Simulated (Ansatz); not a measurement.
HfC in space group P6_3/mmc (No. 194; Hf on 2d, C on 2c) under volume change, DFT-PBE in the program Ansatz with PAW potentials, shape and atoms relaxed at each volume.

| V (Å³/atom) | E − E(relaxed) (meV/atom) | P (GPa) |
|---|---|---|
| 13.567 | 80.2 | 20.67 |
| 14.014 | 33.8 | 12.74 |
| 14.461 | [?] | [?] |
| 14.908 | 0.0 | 0.00 |
| 15.356 | [?] | [?] |
| 15.803 | 27.8 | -9.48 |
| 16.250 | 59.6 | -13.25 |

Problem. Complete the blanks.

Solution. 
- 14.461, E − E(relaxed) (meV/atom): 8.0
- 14.461, P (GPa): 5.89
- 15.356, E − E(relaxed) (meV/atom): 7.3
- 15.356, P (GPa): -5.09

Problem. What does a third-order Birch–Murnaghan fit give for V₀, B₀ and B′?

Solution. V₀ = 14.91 Å³/atom, B₀ = 182 GPa, B′ = 3.9.

The start of the workflow was typed in or built on a structure type; the Crystallography Open Database copy checked does not list it. It is not the phase usual at ambient conditions (space group No. 225). The PBE relaxation kept the symmetry of its start; whether a distortion lowers the energy is not shown. The run is not spin-polarised. Spin–orbit coupling is left out wherever it is not named.

Potentials: the earlier of the program's two PAW sets.
